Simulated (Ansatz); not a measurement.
Consider the following.

AgW:
```
CELL_PARAMETERS angstrom
      2.66610     0.00000     0.00000
      0.00000     2.66610     0.00000
      0.00000     0.00000     4.55413
ATOMIC_POSITIONS crystal
  Ag 0.00000 0.00000 0.00000
  W  0.50000 0.50000 0.50000
```

This is the r²SCAN-relaxed structure.

Q: All from DFT-r²SCAN in the program Ansatz with PAW potentials, unless another level is named. Predict the formation energy from the elements (no fitted shifts).

A: 0.75 eV/atom.

Q: Next, the density of states at the Fermi level?

A: 0.69 states/eV per atom (mean over ±0.08 eV).

Q: And the gap with spin–orbit coupling?

A: none (metallic).

Space group P4/mmm (L1₀ or tetragonal B2). The start of the workflow was typed in or built on a structure type; neither database checked (COD, Materials Project) lists it. Its standing as an ambient phase is unchecked. The r²SCAN relaxation kept the symmetry of its start; whether a distortion lowers the energy is not shown. The run is not spin-polarised. Its formation energy is positive at this level, so the cell may be metastable or incomplete. The references are the lowest solids computed at this level, not always the standard phases. Spin–orbit coupling is left out wherever it is not named.

Potentials: the earlier of the program's two PAW sets.
